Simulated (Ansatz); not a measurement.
**Electric field gradients in AlN**

The cell is a COD entry whose atoms were relaxed with PBE, the cell held.

```cif
data_structure
_symmetry_space_group_name_H-M 'P 1'
_symmetry_Int_Tables_number 1
_cell_length_a 3.1130
_cell_length_b 3.1130
_cell_length_c 4.9810
_cell_angle_alpha 90.000
_cell_angle_beta 90.000
_cell_angle_gamma 120.000
_cell_volume 41.80
loop_
_atom_site_label
_atom_site_type_symbol
_atom_site_fract_x
_atom_site_fract_y
_atom_site_fract_z
_atom_site_occupancy
Al1 Al 0.33333 0.66667 0.99902 1
Al2 Al 0.66667 0.33333 0.49902 1
N3 N 0.33333 0.66667 0.38098 1
N4 N 0.66667 0.33333 0.88098 1
```

Atoms are numbered from 1 in the order listed; like atoms form one site, named after its first atom.

The numbers come from a DFT calculation in Ansatz (r2SCAN, plane waves and PAW, scalar-relativistic, 500 eV cutoff, Γ-centred 11×11×6 k-points, Fermi–Dirac smearing 0.02 eV).

Conventions: |V_zz| ≥ |V_yy| ≥ |V_xx|, η = (V_xx − V_yy)/V_zz, C_Q = eQV_zz/h.

²⁷Al: I = 5/2, Q = 146.6 mb; 14N: I = 1, Q = 20.44 mb. Nuclear quadrupole moments: year-2017 set (Pyykkö).

Problem. Which values are expected at the nuclei?

Solution. 

| site | atoms (order as listed) | first shell | V_zz (10²¹ V/m²) | η | C_Q (MHz) |
| --- | --- | --- | --- | --- | --- |
| Al | 1, 2 | 4 N at 1.89–1.90 Å; also 1 N at 3.08 Å | 0.49 | 0.00 | 1.74 |
| N | 3, 4 | 4 Al at 1.89–1.90 Å; also 1 Al at 3.08 Å | -0.028 | 0.00 | -0.014 |

An axis of threefold or higher order runs through Al and N, so V_zz lies along it and η is zero.

With these PAW files V_zz is typically within 2 to 3 % of all-electron values, but misses above 10 % occur on Al.

The run took 2.2 s of wall time (7 s of CPU time) and 0.52 GiB at its peak, on 4 threads of Intel Xeon Platinum 8488C (Sapphire Rapids) (x86_64; 16 cores open to the job, memory cap 10.0 GiB, no GPU), a shared host with a load of 0.3 a core.
